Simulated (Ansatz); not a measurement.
Consider the following.

Tl₂Pd:
```cif
data_Pd2Tl4
_chemical_formula_sum 'Tl4 Pd2'
_space_group_name_H-M_alt 'P 1'
_space_group_IT_number 1
_cell_length_a 5.62616
_cell_length_b 5.62616
_cell_length_c 5.62616
_cell_angle_alpha 105.782
_cell_angle_beta 105.750
_cell_angle_gamma 117.166
loop_
_space_group_symop_operation_xyz
  'x, y, z'
loop_
_atom_site_label
_atom_site_type_symbol
_atom_site_fract_x
_atom_site_fract_y
_atom_site_fract_z
_atom_site_occupancy
Tl1 Tl 0.33292 0.16704 0.49996 1
Tl2 Tl 0.66708 0.83296 0.50004 1
Tl3 Tl 0.83292 0.33296 0.16587 1
Tl4 Tl 0.16708 0.66704 0.83413 1
Pd1 Pd 0.75000 0.75000 0.00000 1
Pd2 Pd 0.25000 0.25000 0.00000 1
```

This is the r²SCAN-relaxed structure.

Problem. All from DFT-r²SCAN in the program Ansatz with PAW potentials, unless another level is named. Predict the density of states at the Fermi level.

Solution. 0.39 states/eV per atom (mean over ±0.08 eV).

Problem. Give the formation energy from the elements (no fitted shifts).

Solution. -0.17 eV/atom.

Space group I4/mcm. The first step of the workflow began from a Materials Project structure, measured or hypothetical; the Crystallography Open Database files this formula in space group No. 140, but the cells were not matched. Its standing as an ambient phase is unchecked. The cell was relaxed with r²SCAN under the symmetry of its start; its stability against distortions is not shown here. The run is not spin-polarised. The references are the lowest solids computed at this level, not always the standard phases. Scalar-relativistic: spin–orbit coupling is off unless named, which matters more the heavier the elements.

Potentials: the later of the program's two PAW sets.
